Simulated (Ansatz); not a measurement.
PbS:
```xyz
4
Lattice="4.2497 0.0000 0.0000 0.0000 6.0050 0.0000 0.0000 0.0000 4.2497" Properties=species:S:1:pos:R:3 pbc="T T T"
Pb     2.1248     3.0025     1.0622
Pb     0.0000     0.0000     3.1875
S      0.0000     3.0025     3.1876
S      2.1248     0.0000     1.0621
```

Relaxed with PBE. Independent-particle spectrum: no excitons, no local fields, no scissors shift; 0.1 eV broadening; ε₁ of the summed bands alone.

**Question.** Tabulate the dielectric function from PBE (plane waves, PAW; program Ansatz).

**Answer.** 

```csv
E (eV),ε₁ xx,ε₂ xx
0.0,16.39,0.00
0.3,16.73,0.00
0.6,17.75,0.90
0.9,18.37,1.66
1.2,19.58,2.81
1.5,21.14,4.59
1.8,22.92,8.01
2.1,24.64,11.34
2.4,24.96,19.43
2.7,20.57,29.31
3.0,4.66,38.45
3.3,-10.19,24.88
3.6,-8.43,15.51
3.9,-6.98,13.07
4.2,-7.56,10.25
4.5,-6.71,7.50
4.8,-5.62,5.72
5.1,-4.56,4.52
5.4,-3.60,3.83
5.7,-3.05,3.23
6.0,-2.27,2.73
6.3,-1.55,2.50
6.6,-0.83,2.52
6.9,-0.60,2.95
7.2,-0.77,3.70
7.5,-1.01,1.77
7.8,0.36,2.18
8.1,0.65,3.15
8.4,-0.71,4.51
8.7,-1.12,2.81
9.0,-0.67,2.53
9.3,-0.90,3.22
9.6,-1.06,2.42
9.9,-0.84,2.43
10.2,-1.01,2.15
10.5,-0.88,2.07
10.8,-0.95,1.94
11.1,-0.85,1.83
11.4,-0.97,1.79
11.7,-0.88,1.59
12.0,-0.98,1.63
```

**Question.** From ε at 1.4 eV (xx: 20.56 + 3.91i), find n, k, the normal reflectivity and the absorption coefficient.

**Answer.** n = 4.55, k = 0.429, R = 41 %, α = 2kE/ħc = 61000 cm⁻¹.

With all bands, ε∞ without local fields is 16.5.

Space group Fm-3m (rock salt). The cell was relaxed with PBE under the symmetry of its start. Scalar-relativistic: spin–orbit coupling is off unless named, which matters more the heavier the elements.

Potentials: the later of the program's two PAW sets.
